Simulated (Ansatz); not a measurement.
ZrSeS:
```
ZrSeS
1.0
    3.64680     0.00000     0.00000
   -1.82340     3.15822     0.00000
    0.00000     0.00000     5.81575
Zr Se S
1 1 1
Direct
  0.00000   0.00000   0.01335
  0.66667   0.33333   0.73302
  0.33333   0.66667   0.25363
```

Tensor components refer to the Cartesian frame of this cell.

Problem. Give the high-frequency dielectric tensor and the Born effective charge tensors of the independent atoms from DFPT, LDA (plane waves, PAW; program Ansatz).

Solution. 
ε∞:
```
16.7  0.00  0.00
0.00  16.7  0.00
0.00  0.00  8.66
```
Z* of atom 1 (Zr), rows: field, columns: displacement, in e:
```
7.35  0.00  0.00
0.00  7.35  0.00
0.00  0.00  2.09
```
Z* of atom 2 (Se), rows: field, columns: displacement, in e:
```
-3.57   0.00   0.00
 0.00  -3.57   0.00
 0.00   0.00  -0.89
```
Z* of atom 3 (S), rows: field, columns: displacement, in e:
```
-3.78   0.00   0.00
 0.00  -3.78   0.00
 0.00   0.00  -1.20
```

Space group P3m1. The first step of the workflow began from a Materials Project structure, measured or hypothetical; the Crystallography Open Database copy checked does not list it. With Se and S taken as one species the cell has the higher symmetry P-3m1, so it may be an ordered model of a mixed-site phase. Its standing as an ambient phase is unchecked. The LDA relaxation kept the symmetry of its start; whether a distortion lowers the energy is not shown. The run is not spin-polarised. A crystal of weakly bound layers computed without a dispersion correction: the cell and the soft elastic constants depend strongly on that. Spin–orbit coupling is left out wherever it is not named.

Potentials: the later of the program's two PAW sets.
